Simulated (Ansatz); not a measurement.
Si2Mo, one structure, two calculations

Cell: a structure deposited in the COD, ions relaxed with PBE at fixed cell.

```
Si Mo
1.0
    -1.60000    1.60000    3.93050
     1.60000   -1.60000    3.93050
     1.60000    1.60000   -3.93050
Si Mo
2 1
Direct
  0.33493 0.33493 0.00000
  0.66507 0.66507 0.00000
  0.00000 0.00000 0.00000
```

Sites (sets of like atoms) are named by element and the number of their first atom in this list.

First run. All values are calculated (Ansatz; DFT, PBE, plane waves and PAW, scalar-relativistic, 420 eV cutoff, Γ-centred 20×20×20 k-points, Fermi–Dirac smearing 0.05 eV), not measured.

```
site  atom  V_zz (10²¹ V/m²)     η
  Si     1             -1.08  0.00
  Mo     3             -5.84  0.00
```

Second run. The same atoms and settings, except that the functional is LDA.

(1) What does the second run give?

Results:

(1) 

| site | atom | V_zz | η | change of V_zz |
| --- | --- | --- | --- | --- |
| Si | 1 | -1.07 | 0.00 | +0.01 |
| Mo | 3 | -5.93 | 0.00 | -0.09 |

The largest change of V_zz is on Mo, from -5.84 to -5.93. In per cent, |V_zz| changes by +2 on Mo (all sites that start above 2).

The run finds no gap above 0.1 eV (a metal, or nearly one), so the gradients can move by 10 % or more with the k-mesh. Without spin–orbit coupling (the program notes it for Mo) the gradients can shift somewhat, as the gap is small.
For the second run: At this cell the LDA pressure is -6 GPa, so with LDA the cell would shrink if it were relaxed.
